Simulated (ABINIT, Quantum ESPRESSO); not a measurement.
This is a calculation of KPt for ABINIT 10.8.3 (patched build). Atoms were shifted at random by some hundredths of an Å from the given cell, which wasn't relaxed again for these runs. The cell comes from a database or a generator and needn't be the stable form of this composition.

run.abi

```
# Pseudopotentials
pp_dirpath "./"
pseudos "Pt.GGA_PBE-JTH.xml, K.GGA_PBE-JTH.xml"

# Structure
acell 5.6707794988 5.6707794987 10.1016783978
rprim
     1.0000000000     0.0000000000     0.0000000000
    -0.5000000000     0.8660254038     0.0000000000
     0.0000000000     0.0000000000     1.0000000000
ntypat 2
znucl 78 19
natom 2
typat 1 2
xcart
     1.5180071040     0.8982864647     0.0301169865
    -0.0547369548    -0.0349461978     2.6935993352 Angstrom
chkprim 0
chksymtnons 0
tolsym 1.0e-6

# Plane-wave basis
ecut 16.0
pawecutdg 32.0
pawxcdev 0

# k points
kptopt 1
ngkpt 10 10 5
nshiftk 1
shiftk 0.0 0.0 0.0

# Exchange and correlation
ixc 11

# Bands and occupations
nband 14
occopt 3
tsmear 0.05 eV

# SCF cycle
nstep 100
tolvrs 1.0e-9

# Output
iomode 3
prtwf 0
prteig 0
prtebands 0
enunit 1
prtden 1
prtvha 1
prtvclmb 1
prtpot 1
```

Potentials or basis: JTH PAW PBE v2.0.

Command:

```bash
$ abinit run.abi > log 2>&1
```

Problem. Translate it to Quantum ESPRESSO 7.5. Potentials or basis there: SSSP 1.3 efficiency PBE, cutoff 816 eV.

Solution. As run (cutoffs and basis follow the program's own potentials, and thresholds, step limits or extra output files can differ):

pw.in

```
&CONTROL
  calculation = 'scf'
  prefix = 'pwscf'
  outdir = './tmp'
  pseudo_dir = './pseudo'
  tprnfor = .true.
  tstress = .true.
  disk_io = 'nowf'
/
&SYSTEM
  ibrav = 0
  nat = 2
  ntyp = 2
  ecutwfc = 60
  ecutrho = 480
  nbnd = 19
  occupations = 'smearing'
  smearing = 'fd'
  degauss = 0.00367493
/
&ELECTRONS
  conv_thr = 4d-10
  electron_maxstep = 120
  mixing_beta = 0.5
/
ATOMIC_SPECIES
Pt   195.0840 pt_pbe_v1.4.uspp.F.UPF
K     39.0983 K.pbe-spn-kjpaw_psl.1.0.0.UPF
CELL_PARAMETERS angstrom
   3.0008472788    0.0000000000    0.0000000000
  -1.5004236394    2.5988099763    0.0000000000
   0.0000000000    0.0000000000    5.3455780000
ATOMIC_POSITIONS crystal
Pt     0.6786860000    0.3456530000    0.0056340000
K     -0.0249640000   -0.0134470000    0.5038930000
K_POINTS automatic
10 10 5 0 0 0
```

Potentials or basis: SSSP 1.3 efficiency PBE.

The run is started by

```bash
$ OMP_NUM_THREADS=1 pw.x -in pw.in > pw.out
```

Both were run:

|  | ABINIT | Quantum ESPRESSO |
| --- | --- | --- |
| Pressure | 0.5 GPa | 0.1 GPa |
| Largest force | 0.052 eV/Å | 0.052 eV/Å |
| Energy over the undisturbed cell | 1.0 meV/atom | 1.0 meV/atom |

The potentials hold 19 and 25 valence electrons a cell.

Pressure is positive in compression.
